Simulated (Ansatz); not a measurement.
C in its lowest state found on the top face of a (001) slab of Al (P6_3/mmc (No. 194)), 8 planes, outer planes Al (top) and Al (bottom); 1 a cell of 6.97 Å², its atoms last:

```yaml
crystal:
  lattice:
    - [2.83628, 0.00000, 0.00000]
    - [-1.41814, 2.45629, 0.00000]
    - [0.00000, 0.00000, 35.31376]
  atoms:
    - { symbol: Al, position: [0.33333, 0.66667, 0.24070] }
    - { symbol: Al, position: [0.00000, 0.00000, 0.30669] }
    - { symbol: Al, position: [0.66667, 0.33333, 0.37269] }
    - { symbol: Al, position: [0.00000, 0.00000, 0.43868] }
    - { symbol: Al, position: [0.33333, 0.66667, 0.50459] }
    - { symbol: Al, position: [0.00000, 0.00000, 0.57020] }
    - { symbol: Al, position: [0.66667, 0.33333, 0.63690] }
    - { symbol: Al, position: [0.00000, 0.00000, 0.70685] }
    - { symbol: C, position: [0.33333, 0.66667, 0.73867] }
```

All numbers below come from DFT PBEsol, scalar-relativistic, plane waves, PAW in Ansatz. Settings: cutoff 420 eV, Γ-centred mesh 12×12×1 on the computed 9-atom cell, Gaussian smearing of 0.10 eV; no spin polarisation. A dipole correction removes the field between periodic images along c.

The clean top face has a work function of 4.19 eV. Adsorption changes the slab's dipole along +c by Δp = -0.1147 e·Å a cell (-0.55 D an adsorbate).

Question: What change of work function does the Helmholtz equation give?

Answer: A sheet of dipoles makes a step in an electron's potential energy of −e·Δp/(ε0·A), and e/ε0 = 180.95 eV·Å for Δp in e·Å: −180.95 × (-0.1147)/6.97 = +2.98 eV. This is the change of φ(top) − φ(bottom). If the bottom face is unmoved, φ(top) becomes 7.17 eV.

Question: How does that compare with the calculation?

Answer: φ(top) changes by +2.96 eV and φ(bottom) by -0.02 eV, so their difference changes by +2.98 eV. The bottom face hardly moves.

Question: What does the sign say about the electrons?

Answer: The change of dipole points into the surface (negative end outward), so the work function rises. Electrons gather on the vacuum side. Δp also holds the adsorbate's own dipole and the moves of the surface atoms, so it isn't a charge transfer alone.

The reference crystal is a form of Al, which isn't its usual structure.